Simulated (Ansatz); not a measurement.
One element of this relaxed crystal is hidden as X:

```
cell (Å)
  4.208 0.000 0.000
  0.000 4.208 0.000
  0.000 0.000 4.208
  K 0.0000 0.0000 0.0000
  X 0.5000 0.5000 0.5000
```

All-electron LAPW in Ansatz 0.2.0 under PBE, scalar-relativistic and without spin polarisation, finds it within 0.04 GPa of zero pressure, with a formation energy of 0.21 eV/atom from the elements, no gap and, on PAW files, a Bader charge of -0.65 e on X. The structure needn't be the ground state.

Task: Which element is X?

Result: Zn, which makes the crystal KZn. This is the case that was computed; others weren't tested.
